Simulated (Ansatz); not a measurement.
Consider the following.

MoIr$_{3}$:
```xyz
4
Lattice="3.8639 0.0000 0.0000 0.0000 3.8639 0.0000 0.0000 0.0000 3.8639" Properties=species:S:1:pos:R:3 pbc="T T T"
Ir     0.0000     1.9320     1.9320
Ir     1.9320     1.9320     0.0000
Ir     1.9320     0.0000     1.9320
Mo     0.0000     0.0000     0.0000
```

This is the r²SCAN-relaxed structure.

Question: All from plane-wave PAW r²SCAN (Ansatz code), unless another level is named. Predict the formation energy from the elements (no fitted shifts).

Answer: -0.29 eV/atom.

Question: What about the density of states at the Fermi level?

Answer: 0.76 states/eV per atom (mean over ±0.08 eV).

Space group Pm-3m (Cu3Au type). A made-up cell: these elements were put on the sites of a structure type; neither database checked (COD, Materials Project) lists it. COD files the formula under space group No. 194. Its standing as an ambient phase is unchecked. Symmetry was held in the r²SCAN relaxation; its stability against distortions is not shown here. No spin polarisation was allowed. The references are the lowest solids computed at this level, not always the standard phases. Spin–orbit coupling is left out wherever it is not named.

Potentials: the earlier of the program's two PAW sets.
